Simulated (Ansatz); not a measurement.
**Zincblende alloy of CdTe and CdSe (24 of 32 Te sites exchanged), 64 atoms**

Ansatz, PAW, plane waves. PBEsol relaxation of volume and atoms (shape held) at the single k point (¼, ¼, ¼) without its symmetry partners; single points on the relaxed atoms at the single k point (¼, ¼, ¼) without its symmetry partners, onto which points of the small cell's zone fold. Arrangement: quasirandom. No spin–orbit coupling unless named.

Relaxed structure:

```yaml
crystal:
  lattice:
    - [12.36466, 0.00000, 0.00000]
    - [0.00000, 12.36466, 0.00000]
    - [0.00000, 0.00000, 12.36466]
  atoms:
    - { symbol: Cd, position: [0.00112, 0.99994, 0.00177] }
    - { symbol: Cd, position: [0.01204, 0.00484, 0.50247] }
    - { symbol: Cd, position: [0.99635, 0.49041, 0.99494] }
    - { symbol: Cd, position: [0.00128, 0.50121, 0.50052] }
    - { symbol: Cd, position: [0.49855, 0.01648, 0.99969] }
    - { symbol: Cd, position: [0.49283, 0.99467, 0.49419] }
    - { symbol: Cd, position: [0.49990, 0.50043, 0.00157] }
    - { symbol: Cd, position: [0.49909, 0.48473, 0.50204] }
    - { symbol: Cd, position: [0.24805, 0.25177, 0.00070] }
    - { symbol: Cd, position: [0.24972, 0.25023, 0.50121] }
    - { symbol: Cd, position: [0.25026, 0.75036, 0.98990] }
    - { symbol: Cd, position: [0.24233, 0.75374, 0.50641] }
    - { symbol: Cd, position: [0.75004, 0.25037, 0.00162] }
    - { symbol: Cd, position: [0.75185, 0.26332, 0.50063] }
    - { symbol: Cd, position: [0.75781, 0.74262, 0.00606] }
    - { symbol: Cd, position: [0.74979, 0.75020, 0.48904] }
    - { symbol: Cd, position: [0.24252, 0.00795, 0.25543] }
    - { symbol: Cd, position: [0.24935, 0.00253, 0.75226] }
    - { symbol: Cd, position: [0.25075, 0.48772, 0.24936] }
    - { symbol: Cd, position: [0.24828, 0.49869, 0.75054] }
    - { symbol: Cd, position: [0.74440, 0.99701, 0.24277] }
    - { symbol: Cd, position: [0.75732, 0.00819, 0.75609] }
    - { symbol: Cd, position: [0.75235, 0.49836, 0.24999] }
    - { symbol: Cd, position: [0.75547, 0.49392, 0.75762] }
    - { symbol: Cd, position: [0.00531, 0.25769, 0.24271] }
    - { symbol: Cd, position: [0.00138, 0.24942, 0.75007] }
    - { symbol: Cd, position: [0.99558, 0.75636, 0.25661] }
    - { symbol: Cd, position: [0.00571, 0.74170, 0.75850] }
    - { symbol: Cd, position: [0.49955, 0.24920, 0.25101] }
    - { symbol: Cd, position: [0.49311, 0.25824, 0.75845] }
    - { symbol: Cd, position: [0.51046, 0.74667, 0.24698] }
    - { symbol: Cd, position: [0.48811, 0.75092, 0.74931] }
    - { symbol: Se, position: [0.12437, 0.12724, 0.12276] }
    - { symbol: Se, position: [0.12900, 0.12835, 0.62828] }
    - { symbol: Se, position: [0.12458, 0.62214, 0.62736] }
    - { symbol: Se, position: [0.62498, 0.12988, 0.12562] }
    - { symbol: Se, position: [0.62904, 0.61953, 0.12430] }
    - { symbol: Se, position: [0.37704, 0.37090, 0.12276] }
    - { symbol: Se, position: [0.36965, 0.37272, 0.62773] }
    - { symbol: Se, position: [0.36856, 0.87763, 0.62526] }
    - { symbol: Se, position: [0.87293, 0.37455, 0.12341] }
    - { symbol: Se, position: [0.87970, 0.37707, 0.62759] }
    - { symbol: Se, position: [0.87559, 0.87533, 0.12507] }
    - { symbol: Se, position: [0.37255, 0.12756, 0.37521] }
    - { symbol: Se, position: [0.36951, 0.12977, 0.87489] }
    - { symbol: Se, position: [0.37341, 0.62010, 0.87387] }
    - { symbol: Se, position: [0.87975, 0.12961, 0.88015] }
    - { symbol: Se, position: [0.87584, 0.62206, 0.37353] }
    - { symbol: Se, position: [0.87692, 0.62029, 0.87771] }
    - { symbol: Se, position: [0.12423, 0.37316, 0.37749] }
    - { symbol: Se, position: [0.12542, 0.37238, 0.87295] }
    - { symbol: Se, position: [0.12493, 0.87676, 0.37672] }
    - { symbol: Se, position: [0.12406, 0.87735, 0.87389] }
    - { symbol: Se, position: [0.62491, 0.37452, 0.37040] }
    - { symbol: Se, position: [0.62478, 0.37489, 0.87956] }
    - { symbol: Se, position: [0.62387, 0.87595, 0.37129] }
    - { symbol: Te, position: [0.12178, 0.62314, 0.12421] }
    - { symbol: Te, position: [0.62027, 0.12913, 0.62474] }
    - { symbol: Te, position: [0.62524, 0.62142, 0.62591] }
    - { symbol: Te, position: [0.37404, 0.87896, 0.12577] }
    - { symbol: Te, position: [0.88002, 0.87252, 0.62575] }
    - { symbol: Te, position: [0.37438, 0.62340, 0.37743] }
    - { symbol: Te, position: [0.87618, 0.12713, 0.37155] }
    - { symbol: Te, position: [0.62494, 0.87463, 0.87919] }
```

What are the mean bond lengths by pair (pairs within 1.2 times the sum of covalent radii, less contacts 15 % beyond the pair's median; cation–cation pairs of compounds aside; long ionic contacts are cut short by that bound)?

Cd–Se 2.644 ± 0.012 Å (standard deviation, 96 bonds); Cd–Te 2.782 ± 0.009 Å (standard deviation, 32 bonds).

What gap lies between the top filled and the lowest empty level in the single points?

HSE06 2.39 eV (66 s on NVIDIA GB200). Away from Γ this isn't the crystal's band gap.
